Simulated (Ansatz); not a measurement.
BAs:
```yaml
crystal:
  lattice:
    - [3.19615, 0.00000, 0.00000]
    - [-1.59807, 2.76795, 0.00000]
    - [0.00000, 0.00000, 2.89725]
  atoms:
    - { symbol: B, position: [0.00000, 0.00000, 0.00000] }
    - { symbol: As, position: [0.66667, 0.33333, 0.50000] }
```

Relaxed with PBE. Special points in fractions of this cell's reciprocal vectors: Γ (0.000, 0.000, 0.000); M (0.500, 0.000, 0.000); K (0.333, 0.333, 0.000); A (0.000, 0.000, 0.500); L (0.500, 0.000, 0.500); H (0.333, 0.333, 0.500).

Q: List the band energies nearest the Fermi level at these points for PBE (plane waves, PAW; program Ansatz).

A: In eV from the Fermi level; about four levels below and three above (degenerate sets whole), none deeper than 8.9 eV; … stands for higher levels left out; points with the same levels are listed once.

```json
[
 {"k": "Γ", "below": "-0.84 -0.25 -0.25", "above": "1.73 4.42 4.42"},
 {"k": "M", "below": "-2.90", "above": "1.22 2.09 5.12"},
 {"k": "K", "below": "-8.87 -6.59", "above": "3.13 4.19 5.62"},
 {"k": "A", "below": "–", "above": "2.90 2.90 3.67 3.67"},
 {"k": "L", "below": "-6.90 -6.04 -4.44", "above": "1.31 1.38 4.57"},
 {"k": "H", "below": "-5.79 -4.35 -2.63 -1.68", "above": "9.32 …"}
]
```

Space group P-6m2. The cell is a constructed one: a structure type filled with these elements; neither database checked (COD, Materials Project) lists it. It is not the phase usual at ambient conditions (space group No. 216). The PBE relaxation kept the symmetry of its start; its stability against distortions is not shown here. Spin–orbit coupling is left out wherever it is not named.

Potentials: the later of the program's two PAW sets.
